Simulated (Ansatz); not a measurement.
Rh (fcc, Cu type)

```
Rh
1.0
    0.00000     1.91513     1.91513
    1.91513     0.00000     1.91513
    1.91513     1.91513     0.00000
Rh
1
Direct
  0.00000   0.00000   0.00000
```

The slice is a {110} plane (indices of the conventional cell) through the point (0.000, 0.000, 0.000) (fractional), spanned by u = [100] and v = [1 -1 -1] in vectors of this cell: u (2.71 Å) and v (3.83 Å, at 90° to u). It covers one period; positions are fractions (u, v).

Computed with PBE (plane waves to 420 eV, PAW, scalar-relativistic; Ansatz, an electronic-structure program). k mesh 21×21×21. These are valence fields of a PAW run, semicore shells included where kept as valence: close to a nucleus they are smooth pseudo fields. Rh is run without spin polarisation. Rh was relaxed with its symmetry unable to fall. The PAW data are Ansatz's earlier set.

**Question.** What is the valence density on the shortest Rh–Rh line in this plane (2.71 Å), at its midpoint?

**Answer.** 0.37 e/Å³.

**Question.** What is the ELF at the midpoint of the shortest Rh–Rh line in this plane (2.71 Å)?

**Answer.** 0.27.

**Question.** Sketch the electron localisation function (ELF) on this plane as a map.

**Answer.** 
```
|xxxxxx%%++..........++%%xxxx|
|xxxx@@##--..  ..  ..--##@@xx|
|@@@@##==..  ......  ..==##@@|
|##**==::    ..::..    ::==**|
|--::..    ..::::::..    ..::|
|        ....::::::....      |
|      ..................    |
|      ..................    |
|        ..............      |
|        ..............      |
|        ..............      |
|      ..................    |
|      ..................    |
|        ....::::::....      |
|--::..    ..::::::..    ..::|
|##**==::    ..::..    ::==**|
|@@@@##==..  ......  ..==##@@|
|xxxx@@##--..  ..  ..--##@@xx|
|xxxxxx%%++..........++%%xxxx|
|xxxxxx@@++::......::++@@xxxx|
```
Scale: ten equal steps from 0.18 (start of ' ') to 0.65 (end of '@'), in the order ' .:-=+*#%@'. Values: electron localisation function (ELF). The map has 14 points along u (two characters each, u = 0 at the left) and 20 along v (v = 0 in the bottom row). Points within 0.5 Å of a nucleus are blanked (x), as the pseudised field means little there.
